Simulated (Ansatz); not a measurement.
**fcc against bcc along group 15**

These are results of Ansatz 0.2.0, DFT, BLYP, plane waves (420 eV) with PAW, scalar-relativistic, not measurements. The PAW files were generated under PBE, with cores re-solved for the functional.

Each structure is relaxed within its symmetry, in the lowest magnetic state of the tried starts. Differences under about 8 meV lie within the error of the k-point mesh.

| element | E(fcc) − E(bcc) (meV/atom) | V(fcc) (Å³/atom) | V(bcc) (Å³/atom) | state of fcc | state of bcc |
| --- | --- | --- | --- | --- | --- |
| P | 153 | 16.77 | 16.28 | spin not included | spin not included |
| As | 101 | 21.44 | 21.08 | spin not included | spin not included |
| Sb | 90 | 30.36 | 29.94 | spin not included | spin not included |
| Bi | 56 | 34.60 | 34.36 | spin not included | spin not included |
